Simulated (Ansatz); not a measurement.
AlV in space group Cmmm (No. 65; Al on 2a, V on 2c), PBEsol in the plane-wave PAW code Ansatz, all energies at zero smearing, with the estimated change up to a 700 eV cutoff added, with one set of potentials and settings (totals compare only within such a set). Cell of 2 atoms (1 Al, 1 V): -3410.256 eV.

```json
[
 {"element": "Al", "reference phase": "Fm-3m, 1 atoms in the cell", "E (eV/atom)": "-524.5507"},
 {"element": "V", "reference phase": "Im-3m, 1 atoms in the cell", "E (eV/atom)": "-2885.2930"}
]
```

Formation energy per atom, worked out: (-3410.256 − 1×(-524.5507) − 1×(-2885.2930))/2 = -0.206 eV/atom (-20 kJ per mol of atoms), at 0 K, without zero-point energy or fitted corrections.

The first step of the workflow began from a Materials Project structure, measured or hypothetical; the Crystallography Open Database copy checked does not list it. With Al and V taken as one species the cell has the higher symmetry I4/mmm, so it may be an ordered model of a mixed-site phase. Whether it is the stable phase at ambient conditions was not checked. The cell was relaxed with PBEsol under the symmetry of its start; whether a distortion lowers the energy is not shown. The run is not spin-polarised. The references are the lowest solids computed at this level, not always the standard phases.

Potentials: the later of the program's two PAW sets.
